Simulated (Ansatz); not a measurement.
C:
Space group P6₁22 (No. 178); a = 3.561 Å, b = 3.561 Å, c = 3.364 Å, α = 90.00°, β = 90.00°, γ = 120.00°

```json
[
 {"atom": "C", "site": "6b", "symmetry": "..2", "x": "0.4649", "y": "0.2325", "z": "0.0833"}
]
```

Relaxed with r²SCAN.

Q: Which orbitals make up the states near the band edges in DFT-r²SCAN in the program Ansatz with PAW potentials?

A: Top 1 eV of the valence band: C 2p 98 %. Bottom 1 eV of the conduction band: C 2p 82 %, C 2s 10 %, outside the projected shells 8 %. Projections are on Löwdin-orthogonalised atomic valence shells; empty p or d shells of many metals are not among them.

Q: Tabulate the density of states.

A: States/eV per cell of 6 atoms, in 0.25 eV bins, energy from the valence-band maximum.

| E (eV) | total | C 2p | C 2s |
|---|---|---|---|
| -7.88 | 1.84 | 1.45 | 0.38 |
| -7.63 | 1.73 | 1.36 | 0.37 |
| -7.38 | 1.22 | 0.97 | 0.24 |
| -7.13 | 0.99 | 0.79 | 0.19 |
| -6.88 | 1.15 | 0.91 | 0.24 |
| -6.63 | 1.35 | 1.08 | 0.27 |
| -6.38 | 0.81 | 0.65 | 0.16 |
| -6.13 | 0.06 | 0.05 | 0.01 |
| -5.88 | 0.07 | 0.07 | 0.01 |
| -5.63 | 0.49 | 0.45 | 0.05 |
| -5.38 | 1.72 | 1.52 | 0.20 |
| -5.13 | 2.45 | 2.14 | 0.30 |
| -4.88 | 2.25 | 1.98 | 0.25 |
| -4.63 | 2.34 | 2.10 | 0.23 |
| -4.38 | 2.19 | 1.96 | 0.22 |
| -4.13 | 2.02 | 1.81 | 0.21 |
| -3.88 | 1.76 | 1.58 | 0.18 |
| -3.63 | 1.64 | 1.48 | 0.16 |
| -3.38 | 1.91 | 1.74 | 0.17 |
| -3.13 | 1.72 | 1.56 | 0.16 |
| -2.88 | 1.58 | 1.44 | 0.14 |
| -2.63 | 1.84 | 1.69 | 0.15 |
| -2.38 | 2.08 | 1.92 | 0.15 |
| -2.13 | 2.46 | 2.29 | 0.16 |
| -1.88 | 2.54 | 2.39 | 0.14 |
| -1.63 | 2.57 | 2.44 | 0.12 |
| -1.38 | 2.69 | 2.56 | 0.13 |
| -1.13 | 2.68 | 2.58 | 0.10 |
| -0.88 | 2.08 | 2.02 | 0.05 |
| -0.63 | 2.70 | 2.64 | 0.05 |
| -0.38 | 3.33 | 3.26 | 0.06 |
| -0.13 | 0.88 | 0.87 | 0.01 |
| 0.12 | 0.00 | 0.00 | 0.00 |
| 0.37 | 0.00 | 0.00 | 0.00 |
| 0.62 | 0.00 | 0.00 | 0.00 |
| 0.87 | 0.00 | 0.00 | 0.00 |
| 1.12 | 0.00 | 0.00 | 0.00 |
| 1.37 | 0.00 | 0.00 | 0.00 |
| 1.62 | 0.00 | 0.00 | 0.00 |
| 1.87 | 0.00 | 0.00 | 0.00 |
| 2.12 | 0.00 | 0.00 | 0.00 |
| 2.37 | 0.00 | 0.00 | 0.00 |
| 2.62 | 0.00 | 0.00 | 0.00 |
| 2.87 | 0.00 | 0.00 | 0.00 |
| 3.12 | 0.00 | 0.00 | 0.00 |
| 3.37 | 0.00 | 0.00 | 0.00 |
| 3.62 | 0.00 | 0.00 | 0.00 |
| 3.87 | 0.00 | 0.00 | 0.00 |
| 4.12 | 0.00 | 0.00 | 0.00 |
| 4.37 | 0.02 | 0.02 | 0.00 |
| 4.62 | 0.26 | 0.22 | 0.02 |
| 4.87 | 0.33 | 0.27 | 0.03 |
| 5.12 | 0.43 | 0.34 | 0.05 |
| 5.37 | 0.53 | 0.43 | 0.05 |
| 5.62 | 0.49 | 0.38 | 0.06 |
| 5.87 | 0.47 | 0.36 | 0.07 |
| 6.12 | 0.59 | 0.44 | 0.08 |
| 6.37 | 0.75 | 0.57 | 0.11 |
| 6.62 | 0.99 | 0.74 | 0.15 |
| 6.87 | 1.07 | 0.79 | 0.17 |
| 7.12 | 1.09 | 0.80 | 0.16 |
| 7.37 | 1.16 | 0.85 | 0.17 |
| 7.62 | 1.17 | 0.85 | 0.18 |
| 7.87 | 1.17 | 0.84 | 0.19 |
| 8.12 | 1.24 | 0.88 | 0.21 |
| 8.37 | 1.11 | 0.80 | 0.17 |
| 8.62 | 1.08 | 0.77 | 0.17 |
| 8.87 | 1.11 | 0.79 | 0.17 |
| 9.12 | 1.27 | 0.91 | 0.19 |

Space group P6_122. The start of the workflow was typed in or built on a structure type; neither database checked (COD, Materials Project) lists it. It is not the phase usual at ambient conditions (space group No. 194, 227). Symmetry was held in the r²SCAN relaxation; its stability against distortions is not shown here.

Potentials: the later of the program's two PAW sets.
